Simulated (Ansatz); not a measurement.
Data:

YAu:
```cif
data_AuY
_chemical_formula_sum 'Au1 Y1'
_space_group_name_H-M_alt 'P 1'
_space_group_IT_number 1
_cell_length_a 3.54956
_cell_length_b 3.54956
_cell_length_c 3.54956
_cell_angle_alpha 90.000
_cell_angle_beta 90.000
_cell_angle_gamma 90.000
loop_
_space_group_symop_operation_xyz
  'x, y, z'
loop_
_atom_site_label
_atom_site_type_symbol
_atom_site_fract_x
_atom_site_fract_y
_atom_site_fract_z
_atom_site_occupancy
Au1 Au 0.00000 0.00000 0.00000 1
Y1 Y 0.50000 0.50000 0.50000 1
```

This is the PBEsol-relaxed structure.

Problem. All from the program Ansatz at the PBEsol level (PAW), unless another level is named. Predict the highest zone-centre frequency.

Solution. 13.1 meV.

Problem. Predict the Poisson's ratio.

Solution. 0.34.

Space group Pm-3m (CsCl type). The workflow started from an entry of the Crystallography Open Database (COD). Whether it is the stable phase at ambient conditions was not checked. The cell was relaxed with PBEsol under the symmetry of its start; of distortions, only those at the zone centre were tested. No spin polarisation was allowed. Scalar-relativistic: spin–orbit coupling is off unless named, which matters more the heavier the elements.

Potentials: the later of the program's two PAW sets.
